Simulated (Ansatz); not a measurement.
**Time and memory for La2S3O12**

```yaml
crystal:
  lattice:
    - [4.8421166743, 2.7955973654, 8.2019223967]
    - [-4.8421166743, 2.7955973654, 8.2019223967]
    - [0.0, -5.5911947307, 8.2019223967]
  atoms:
    - { symbol: La, position: [0.8550566, 0.8550566, 0.8550566] }
    - { symbol: La, position: [0.3550566, 0.3550566, 0.3550566] }
    - { symbol: La, position: [0.1449434, 0.1449434, 0.1449434] }
    - { symbol: La, position: [0.6449434, 0.6449434, 0.6449434] }
    - { symbol: S, position: [0.04211807, 0.45788193, 0.75] }
    - { symbol: S, position: [0.45788193, 0.75, 0.04211807] }
    - { symbol: S, position: [0.75, 0.04211807, 0.45788193] }
    - { symbol: S, position: [0.54211807, 0.25, 0.95788193] }
    - { symbol: S, position: [0.25, 0.95788193, 0.54211807] }
    - { symbol: S, position: [0.95788193, 0.54211807, 0.25] }
    - { symbol: O, position: [0.01435604, 0.60698569, 0.77487275] }
    - { symbol: O, position: [0.60698569, 0.77487275, 0.01435604] }
    - { symbol: O, position: [0.77487275, 0.01435604, 0.60698569] }
    - { symbol: O, position: [0.51435604, 0.27487275, 0.10698569] }
    - { symbol: O, position: [0.27487275, 0.10698569, 0.51435604] }
    - { symbol: O, position: [0.10698569, 0.51435604, 0.27487275] }
    - { symbol: O, position: [0.98564396, 0.39301431, 0.22512725] }
    - { symbol: O, position: [0.39301431, 0.22512725, 0.98564396] }
    - { symbol: O, position: [0.22512725, 0.98564396, 0.39301431] }
    - { symbol: O, position: [0.48564396, 0.72512725, 0.89301431] }
    - { symbol: O, position: [0.72512725, 0.89301431, 0.48564396] }
    - { symbol: O, position: [0.89301431, 0.48564396, 0.72512725] }
    - { symbol: O, position: [0.932567, 0.6944716, 0.09999476] }
    - { symbol: O, position: [0.6944716, 0.09999476, 0.932567] }
    - { symbol: O, position: [0.09999476, 0.932567, 0.6944716] }
    - { symbol: O, position: [0.432567, 0.59999476, 0.1944716] }
    - { symbol: O, position: [0.59999476, 0.1944716, 0.432567] }
    - { symbol: O, position: [0.1944716, 0.432567, 0.59999476] }
    - { symbol: O, position: [0.067433, 0.3055284, 0.90000524] }
    - { symbol: O, position: [0.3055284, 0.90000524, 0.067433] }
    - { symbol: O, position: [0.90000524, 0.067433, 0.3055284] }
    - { symbol: O, position: [0.567433, 0.40000524, 0.8055284] }
    - { symbol: O, position: [0.40000524, 0.8055284, 0.567433] }
    - { symbol: O, position: [0.8055284, 0.567433, 0.40000524] }
kpoints:
  mp_grid: { grid: [3, 3, 3] }
scf:
  occupations: { method: fermi_dirac, width: 0.02 }
hamiltonian:
  xc: r2scan
  pseudopotentials: { kind: paw }
output:
  forces: true
  stress: true
  populations: true
  efg:
    quadrupole_moments_barn: { La: 0.206, S: -0.0694, O: -0.02558 }
    contact_densities: true
  write_density: true
  write_potential: true
  elf: true
  volumetric_format: npy
```

```sh
ansatz run input.yaml --threads 1 --pin off --max-ram 2560MiB --backend cpu --events-out ev --progress --plain --runs-dir out
```

It runs on 1 thread of Arm Neoverse V1 (aarch64; 8 cores open to the job, memory cap 2.5 GiB, no GPU), a shared host with a load of 0.6 a core.

Problem. Estimate the wall time and the peak memory.

Solution. About 3.2 min of wall time (3.2 min of CPU time) and 2.2 GiB. The run holds 224 valence electrons in 146 bands, about 16931 plane waves a k-point and 6 irreducible k-points, and took 9 SCF iterations. Times on a shared host vary by tens of per cent.
